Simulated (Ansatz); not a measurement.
Compressing LiPt$_{2}$: a fit and a missing row

LiPt$_{2}$, Fd-3m, a = 7.380 Å. The structure is a COD entry; whether it is the stable form wasn't checked. Ansatz: r2SCAN, PAW, 500 eV, Γ-centred 8×8×8 mesh on 6 atoms, Gaussian smearing 0.10 eV; no spin polarisation. Symmetry fixes shape and atoms, so the cell is only scaled; pressure is positive in compression.

| V (Å³/atom) | P (GPa) |
| --- | --- |
| 14.737 | 26.37 |
| 15.239 | 17.89 |
| 15.742 | ? |
| 16.244 | 4.91 |
| 16.746 | -0.01 |
| 17.249 | -4.10 |
| 17.751 | -7.50 |
| 18.421 | -11.14 |

Take V0 = 16.746 Å³/atom, count pressures from its P0 = -0.01 GPa, fit the third-order Birch–Murnaghan form to the other rows, and predict the missing pressure.

With the Eulerian strain f = ½[(V0/V)^(2/3) − 1] and y = (P − P0)/[3f(1 + 2f)^(5/2)], the form is the line y = B0 + 1.5 B0 (B0′ − 4) f. Rows (f, y): 0.04447, 159.8; 0.03244, 157.2; 0.01025, 152.1; -0.00977, 146.6; -0.01905, 144.4; -0.03079, 141.2. Means f = 0.004592, y = 150.22; Σ(Δf)² = 0.004415, ΣΔfΔy = 1.096; the slope is their ratio. y = 149.1 + 248.2 f GPa, so B0 = 149.1 GPa and B0′ = 4 + 2 × (248.2)/(3 × 149.1) = 5.11. At V = 15.742, f = 0.02104, y = 154.32 and P = 10.79 GPa. The run gave 10.81 GPa, so the fit is 0.02 GPa too low, within the rms miss on the fitted rows (0.02 GPa).

Spin–orbit coupling is left out, which can shift energies with elements as heavy as these.

Cost: 8 runs of about 2.6 core-minutes in all, on Arm Neoverse V2 (shared hosts).